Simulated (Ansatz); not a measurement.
The cell comes from COD entry 1510711, which wasn't checked; take it as a given geometry. The listed cell was then made from it by scaling, straining or moving an atom.

HfB2: DFT, PBEsol, all-electron LAPW, scalar-relativistic (Ansatz 0.2.0). What sets it apart from a plain run of this crystal: volume scaled by 1.02.

Command: `ansatz run input.yaml --threads 1 --pin off --max-ram 6144MiB --backend cpu --events-out ev --progress --plain --runs-dir out` The run took 48 s on 1 thread of Arm Neoverse V1, on a shared host, peak memory 0.56 GiB.

```yaml
crystal:
  lattice:
    - [3.1607954092, 0.0, 0.0]
    - [-1.5803977046, 2.7373291205, 0.0]
    - [0.0, 0.0, 3.5030470293]
  atoms:
    - { symbol: Hf, position: [0.0, 0.0, 0.0] }
    - { symbol: B, position: [0.3333333333, 0.6666666667, 0.5] }
    - { symbol: B, position: [0.6666666667, 0.3333333333, 0.5] }
kpoints:
  mp_grid: { grid: [13, 13, 11] }
  band_path:
    path:
      - [0.0, 0.0, 0.0]
      - [0.5, 0.0, 0.0]
      - [0.3333333333, 0.3333333333, 0.0]
      - [0.0, 0.0, 0.0]
      - [0.0, 0.0, 0.5]
      - [0.5, 0.0, 0.5]
      - [0.3333333333, 0.3333333333, 0.5]
      - [0.0, 0.0, 0.5]
      - [0.5, 0.0, 0.5]
    npoints: 5
scf:
  occupations: { method: fermi_dirac, width: 0.05 }
hamiltonian:
  xc: pbesol
  pseudopotentials: { kind: all_electron, lapw: { basis_error: 0.0005 } }
output:
  forces: true
  stress: true
  eigenvalues: true
```

Output (standing set-up lines are left out):

```
LAPW: plane waves up to 9.034 Å⁻¹, error target 5.0e-4 eV per atom; small_component_spin mean_spin; B in spheres of 0.912 Å, 5 of its electrons in bands, Dirac shells []; Hf in spheres of 1.395 Å, 42 of its electrons in bands, Dirac shells []
Crystal: 3 atoms, lattice volume = 30.309 Å³
Basis set: ecut = 310.96825814250315 eV, 389 PW (Γ), exchange–correlation at level 2
iter 1 solved again at ethr=5.99e-3 eV; its pass at ethr=1.00e-1 eV (dr2=3.12e0 eV) is discarded
SCF iter   1: F=—  HF=-411477.318373 eV  |F-HF|=—  |Δ(HF+E_count)|=         —  Δρ=7.32e-2  dr2=3.12e0  ethr=5.99e-3  ⟨swp⟩=2.0  Hψ=25069  notcnv=0
preconditioner: auto → Kerker (q_TF=auto, 2.985 Å⁻¹)  [metal: Δε(μ)=0.052 eV  Ē_g=17.482 eV  σ=0.050 eV  W_gap=0.25  n_scr=20 (ndim 8)  ℏωp=36.9 eV  f_vac=0.000  D(μ)=0.41/eV (n_scr^D=0)]
SCF iter   2: F=—  HF=-411476.333276 eV  |F-HF|=—  |Δ(HF+E_count)|=   9.85e-1  Δρ=3.77e-2  dr2=8.43e-1  ethr=5.99e-3  ⟨swp⟩=2.5  Hψ=11585  notcnv=0
SCF iter   3: F=—  HF=-411476.180205 eV  |F-HF|=—  |Δ(HF+E_count)|=   1.53e-1  Δρ=2.22e-2  dr2=3.06e-1  ethr=1.62e-3  ⟨swp⟩=2.0  Hψ=11553  notcnv=0
SCF iter   4: F=—  HF=-411476.053772 eV  |F-HF|=—  |Δ(HF+E_count)|=   1.26e-1  Δρ=1.08e-2  dr2=7.00e-2  ethr=5.89e-4  ⟨swp⟩=2.0  Hψ=12192  notcnv=0
iter 5 solved again at ethr=6.63e-6 eV; its pass at ethr=1.35e-4 eV (dr2=3.45e-3 eV) is discarded
SCF iter   5: F=—  HF=-411476.040924 eV  |F-HF|=—  |Δ(HF+E_count)|=         —  Δρ=2.61e-3  dr2=3.44e-3  ethr=6.63e-6  ⟨swp⟩=2.0  Hψ=20245  notcnv=0
the basis was enlarged: its passes take 304.8 KiB over the memory plan, 1 of 1 planned eigensolver slots
SCF iter   6: F=—  HF=-411476.040758 eV  |F-HF|=—  |Δ(HF+E_count)|=   1.66e-4  Δρ=1.02e-3  dr2=4.15e-4  ethr=6.62e-6  ⟨swp⟩=2.0  Hψ=11480  notcnv=0
SCF iter   7: F=—  HF=-411476.040729 eV  |F-HF|=—  |Δ(HF+E_count)|=   2.93e-5  Δρ=1.73e-4  dr2=9.27e-6  ethr=7.99e-7  ⟨swp⟩=2.0  Hψ=11480  notcnv=0
SCF iter   8: F=—  HF=-411476.040727 eV  |F-HF|=—  |Δ(HF+E_count)|=   1.93e-6  Δρ=5.16e-5  dr2=5.53e-7  ethr=1.78e-8  ⟨swp⟩=2.9  Hψ=11643  notcnv=0
SCF iter   9: F=-411476.040727 eV  HF=-411476.040727 eV  |F-HF|=5.82e-9  |Δ(HF+E_count)|=   3.97e-8  Δρ=1.07e-5  dr2=2.75e-8  ethr=1.06e-9  ⟨swp⟩=2.0  Hψ=11480  notcnv=0
SCF 1 converged in 9 iterations: F = -411476.040727 eV  dr2 = 2.75e-8
NSCF: frozen V_eff on 41 k-points
SCF converged after 9 iterations
Free energy (F): -411476.040727 eV
Harris-Foulkes:  -411476.040727 eV  (|F-HF|=5.82e-9)
Internal energy: -411476.039123 eV  (E = F + TS)
E sigma→0 (E₀):  -411476.039925 eV
Entropy (-TS):   -0.001604 eV (-0.535 meV/atom)
Fermi energy:    20.440929 eV
--- Per-component energies (eV) ---
  E_band       = -4407.108708
  E_kinetic    = 457638.376513
  E_xc         = -8508.245010
  E_electrostatic = -860606.170627  (all electrons and nuclei)
  E_smearing   = -0.001604  (= −TS)
  E_closure    = 0.000000  (closes the sum)
  E_atoms      = -411450.748255  (free atoms, spherical and without spin; not in F)
  Σ components = -411476.040727   (vs F -411476.040727, Δ=0.00e0)
  Basis errors (estimates in eV, not in F): energy 2.2e-4 per atom: plane waves 1.9e-4 (1.0e-4 summed), levels above the bands 7.7e-46, relativity 1.3e-8, radial functions 2.6e-5, core shells 6.2e-8; eigenvalues (radial functions only) 1.4e-6; not estimated: angular momenta, meshes, grids; target (lapw.basis_error) 5.0e-4; muffin-tin radii B 0.912 Å, Hf 1.395 Å
--- Forces (eV/Å), atoms counted from 1 ---
  atom   1  Hf     0.00000000    -0.00000000     0.00000000
  atom   2  B     -0.00000000    -0.00000000     0.00000000
  atom   3  B     -0.00000000    -0.00000000     0.00000000
  max |Σ_I F_I| component: 3.70e-17 eV/Å
--- Stress (GPa, compression-positive) ---
       -8.749938       0.000000       0.000000
        0.000000      -8.749938       0.000000
        0.000000       0.000000      -9.424384
  P = ⅓ Tr σ = -8.9748 GPa (-89.748 kbar)
--- Band table (eV; the first three rows and the last of 126) ---
  k-point 0: bands = ["-352.6281", "-352.6004", "-352.6004", "-180.7018", "-180.6971", "-180.6971", "-180.6738", "-180.6738", "-152.1352", "-152.1251", "-41.4403", "-10.2987", "-9.8347", "-9.8347", "6.7590", "8.5717", "8.5907", "8.6017", "8.6017", "8.6050", "8.6050", "8.6942", "17.3649", "17.5013", "17.5013", "17.6490", "24.2372", "24.2372", "24.8900", "24.8900", "25.2969", "25.2969"]
  k-point 1: bands = ["-352.6281", "-352.6004", "-352.6004", "-180.7018", "-180.6971", "-180.6971", "-180.6738", "-180.6738", "-152.1352", "-152.1251", "-41.4398", "-10.3196", "-9.8332", "-9.8332", "6.8865", "8.5705", "8.5907", "8.6033", "8.6033", "8.6035", "8.6035", "8.6942", "16.3447", "17.5852", "17.5852", "18.6200", "23.3604", "23.3604", "24.6153", "24.6153", "25.3275", "26.3726"]
  k-point 2: bands = ["-352.6281", "-352.6004", "-352.6004", "-180.7018", "-180.6971", "-180.6971", "-180.6738", "-180.6738", "-152.1352", "-152.1251", "-41.4385", "-10.3751", "-9.8291", "-9.8291", "7.2533", "8.5679", "8.5906", "8.5992", "8.5992", "8.6076", "8.6076", "8.6943", "15.1609", "17.8327", "17.8327", "19.6907", "22.3249", "22.3249", "23.9070", "23.9070", "25.3545", "27.8581"]
  k-point 125: bands = ["-352.6281", "-352.6004", "-352.6004", "-180.7018", "-180.6971", "-180.6971", "-180.6738", "-180.6738", "-152.1307", "-152.1297", "-41.3844", "-10.3696", "-10.3472", "-10.2432", "8.5797", "8.5868", "8.5955", "8.6005", "8.6008", "8.6185", "8.6690", "11.0324", "11.7858", "14.8754", "17.1524", "17.2009", "24.6743", "25.6434", "26.7299", "26.8666", "27.5884", "27.6808"]
```
